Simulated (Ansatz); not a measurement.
**Magnetic orders of Cr3BRh**

Theory: DFT PBE, scalar-relativistic, plane waves, PAW (Ansatz).

```
Rh B Cr
1.0
     3.87689    0.00000    0.00000
     0.00000    3.87689    0.00000
     0.00000    0.00000    3.87689
Rh B Cr
1 1 3
Direct
  0.00000 0.00000 0.00000
  0.50000 0.50000 0.50000
  0.50000 0.50000 0.00000
  0.50000 0.00000 0.50000
  0.00000 0.50000 0.50000
```

| Quantity | Value |
| --- | --- |
| plane-wave cutoff | 420 eV |
| Γ-centred k-mesh | 10×10×10 |
| occupation rule | Gaussian smearing, 0.1 eV |
| list of starting moments (μB, in atom order) | 0 0 4.5 4.5 4.5 |
| check for lower electronic states after the SCF | off |

All runs keep this geometry, which isn't relaxed for the lowest state (largest force there 0.000 eV/Å, pressure 3.3 GPa) and needn't be a stable compound; relaxing each order can shift differences of a few meV. Signs run over the atoms with starting moments. A propagation vector, in units of the reciprocal vectors, doubles the cell, which takes an equally dense mesh. Site moments are spin moments in atom-centred spheres that scale with the neighbour distance. The states are those that the runs reached from these starts; a lower one can exist.

Q: Starts tried: no spin; large parallel starting moments; ferrimagnetic in the cell, signs ++-; antiferromagnetic, doubled cell, propagation vector (0, 0, 1/2); antiferromagnetic, doubled cell, propagation vector (0, 1/2, 1/2); antiferromagnetic, doubled cell, propagation vector (1/2, 1/2, 1/2). Which state comes out lowest, and what are the moments?

A: The lowest state is antiferromagnetic, reached from the start “antiferromagnetic, doubled cell, propagation vector (1/2, 1/2, 1/2)”, with site moments (μB) Cr +0.76 (×3), Cr -0.76 (×3).

```tsv
start	ends	energy above lowest (meV/atom)	site moments (μB)	gap on mesh (eV)	P (GPa)
no spin	non-magnetic	9.43	none over 0.05	metal	0.0
large parallel starting moments	non-magnetic	9.43	none over 0.05	metal	0.0
ferrimagnetic in the cell, signs ++-	ferrimagnetic	4.20	Cr +0.61 (×2), Cr -0.91	metal	2.6
antiferromagnetic, doubled cell, propagation vector (0, 0, 1/2)	antiferromagnetic	5.84	Cr +0.76, Cr -0.76	metal	1.0
antiferromagnetic, doubled cell, propagation vector (0, 1/2, 1/2)	antiferromagnetic	3.97	Cr +0.66 (×2), Cr -0.66 (×2)	metal	1.7
antiferromagnetic, doubled cell, propagation vector (1/2, 1/2, 1/2)	antiferromagnetic	0.00	Cr +0.76 (×3), Cr -0.76 (×3)	metal	3.3
```

Cost: 6 runs of about 15 core-minutes in all, on Arm Neoverse V1 (shared hosts).